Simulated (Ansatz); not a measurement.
**BeNb6Cl2: relaxation step by step**

A trial structure of BeNb6Cl2 was built thus: random cell by space group and Wyckoff sites (P6/mmm, No. 191). The dimensions are guesses.

```
Be Nb Cl
1.0
     6.88760    0.00000    0.00000
    -3.44380    5.96483    0.00000
     0.00000    0.00000    4.37662
Be Nb Cl
1 6 2
Direct
  0.00000 0.00000 0.00000
  0.76026 0.52051 0.00000
  0.47949 0.23974 0.00000
  0.76026 0.23974 0.00000
  0.23974 0.47949 0.00000
  0.52051 0.76026 0.00000
  0.23974 0.76026 0.00000
  0.33333 0.66667 0.50000
  0.66667 0.33333 0.50000
```

All numbers below come from DFT PBE, scalar-relativistic, plane waves, PAW in Ansatz. Cutoff 420 eV, Gaussian smearing, Γ-centred meshes. Cell and atoms relax first on a coarse mesh and then on a finer one. In between, the cell is made exact in the group found at 0.06 Å. In metals the finer mesh still leaves noise of several meV/atom or more. The steps can't lower the symmetry of their start. No spin polarisation.

Steps on the 3×3×4 mesh (9 atoms, 18 steps). The free energy counts from the last step; the plane-wave basis is renewed at times, which shifts energy and pressure.

```csv
step,ΔF (meV/atom),V (Å³/atom),P (GPa),largest force component (eV/Å)
1,2874.6,19.98,67.19,25.623
2,898.5,21.50,13.30,4.409
3,769.0,22.46,6.11,2.786
4,645.7,22.60,1.47,1.337
5,544.3,22.01,-1.09,0.889
6,450.4,21.18,-0.49,0.156
7,373.0,20.69,-1.15,0.354
8,293.9,20.10,-1.76,0.023
9,230.6,19.28,0.75,0.145
10,171.9,18.76,2.72,0.385
11,90.2,18.26,5.14,0.426
12,52.9,17.78,8.11,0.667
13,9.6,18.97,1.75,0.266
14,11.7,19.53,-2.43,0.294
15,7.0,19.19,-0.08,0.007
16,0.3,19.19,0.47,0.006
17,0.0,19.28,0.12,0.006
18,0.0,19.28,0.12,0.006
```

The relaxed structure, after a last relaxation on the converged mesh:

```xyz
9
Lattice="8.2468 0.0000 0.0000 -4.1234 7.1419 0.0000 0.0000 0.0000 2.9503" Properties=species:S:1:pos:R:3 pbc="T T T"
Be    0.0000    0.0000    0.0000
Nb    4.1234    4.5856    0.0000
Nb    2.2139    1.2782    0.0000
Nb    6.0329    1.2782    0.0000
Nb    0.0000    2.5563    0.0000
Nb    1.9095    5.8637    0.0000
Nb   -1.9095    5.8637    0.0000
Cl    0.0000    4.7613    1.4752
Cl    4.1234    2.3806    1.4752
```

The symmetry stays P6/mmm (No. 191). The volume per atom shrinks by 3.4 %, from 20.0 to 19.3 Å³. The shortest distance goes from 1.93 Å (Nb–Nb) to 2.56 Å (Be–Nb and Nb–Nb). The ratio c/a of the conventional cell changes by a factor of 0.56. The energy falls by about 2.9 eV/atom (the start's value is from the coarse mesh). The end is written in a standard setting, so origin, axes and order of atoms can differ from the start's. Be is surrounded by 6 Nb at 2.56 Å and 2 Be at 2.95 Å; Nb is surrounded by 2 Nb at 2.56 Å, 1 Be at 2.56 Å, 2 Cl at 2.65 Å and 2 Nb at 2.95 Å; Cl is surrounded by 6 Nb at 2.65 Å and 2 Cl at 2.95 Å.

```
Volume per atom                           : 19.31 Å³
Density                                   : 6.09 g/cm³
Energy over the elements                  : +0.42 eV/atom
Gap on the 6×6×12 mesh of the 9-atom cell : 0 eV (a metal)
```

The zero of energy is the elements' standard structures at the same level (Cl₂ as a molecule); no fitted shifts are applied.

The last run used Gaussian smearing of 0.10 eV. The cell is a metal run without spin, though a test with spin on the coarse mesh kept 0.3 μB a cell, so a magnetic state probably lies lower. A structure relaxed within its symmetry needn't be a true minimum. In all, the 4 runs took 2.6 min on 1 thread of Intel(R) Xeon(R) 6975P-C (Granite Rapids), on a shared host.
